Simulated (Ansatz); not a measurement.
ScAl3:
```
ScAl3
1.0
   -1.97619     1.97619     4.33200
    1.97619    -1.97619     4.33200
    1.97619     1.97619    -4.33200
Sc Al
1 3
Cartesian
  0.00000   0.00000   0.00000
  0.00000   1.97619   2.16600
  1.97619   0.00000   2.16600
  0.00000   0.00000   4.33200
```

Relaxed with LDA. Special points in fractions of this cell's reciprocal vectors: Γ (0.000, 0.000, 0.000); X (0.000, 0.000, 0.500); P (0.250, 0.250, 0.250); N (0.000, 0.500, 0.000); M (0.500, 0.500, -0.500); S (0.302, 0.698, -0.302); S0 (-0.302, 0.302, 0.302); R (-0.104, 0.104, 0.500); G (0.500, 0.500, -0.104).

Task: List the band energies nearest the Fermi level at these points for LDA in the plane-wave PAW code Ansatz.

Result: In eV from the Fermi level; about four levels below and three above (degenerate sets whole), none deeper than 8.9 eV; points with the same levels are listed once.

```tsv
k	below	above
Γ	-2.22 -1.03 -1.03 -0.95	1.68 1.74 1.74
X	-3.47 -2.36 -1.87 -0.52	2.66 2.91 3.09
P	-3.95 -1.50 -1.50 -0.84	1.22 2.71 3.09
N	-6.64 -3.21 -2.72 -0.72	0.35 1.16 1.94
M	-7.11 -1.81 -0.92 -0.92	0.23 1.51 1.51
S	-5.18 -0.78 -0.28 -0.13	1.17 2.26 2.43
R	-3.25 -2.01 -0.97 -0.37	2.49 2.61 2.86
```

Space group I4/mmm. The first step of the workflow began from a Materials Project structure, measured or hypothetical; the Crystallography Open Database copy checked does not list it. Whether it is the stable phase at ambient conditions was not checked. The cell was relaxed with LDA under the symmetry of its start; its stability against distortions is not shown here. No spin polarisation was allowed.

Potentials: the later of the program's two PAW sets.
